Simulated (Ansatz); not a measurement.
The relaxed structure here is a generated cell of ZrO2: the first start was made by placing the elements on the sites of a structure type, and the end was not matched to a known phase here, so it may be hypothetical. Known forms of ZrO2 include space group No. 14, 137, 225.

One starting cell of ZrO$_{2}$ (a generated cell, ZrO2 built in the AFLOW prototype A2B_hP9_150_ef_bd (C22, as in Fe2P)) was relaxed twice with Ansatz (plane waves, PAW, scalar-relativistic): with r2SCAN at 500 eV and with PBE at 420 eV. The r2SCAN result:

```
CELL_PARAMETERS angstrom
      5.61257     0.00000     0.00000
     -2.80628     4.86063     0.00000
      0.00000     0.00000     3.29518
ATOMIC_POSITIONS crystal
  O  0.26092 0.00000 0.00000
  O  0.00000 0.26092 0.00000
  O  0.73908 0.73908 0.00000
  O  0.59585 0.00000 0.50000
  O  0.00000 0.59585 0.50000
  O  0.40415 0.40415 0.50000
  Zr 0.00000 0.00000 0.50000
  Zr 0.33333 0.66667 0.00000
  Zr 0.66667 0.33333 0.00000
```

```
quantity                          r2SCAN    PBE
--------------------------------  ------  -----
space group                        P-62m  P-62m
volume (Å³/atom)                    9.99  10.16
a (Å)                              5.613  5.644
c (Å)                              3.295  3.314
gap (eV, no spin-orbit coupling)    2.30   1.81
```

Both levels end in the same structure; PBE's volume is 1.7 % larger; its gap is 0.49 eV smaller. Neither column is exact.

No spin polarisation in the result.

The run could not lose the symmetry of its start; a randomly shaken copy of 9 atoms returns to this structure.

Ansatz is a quantum-chemistry and plane-wave program.
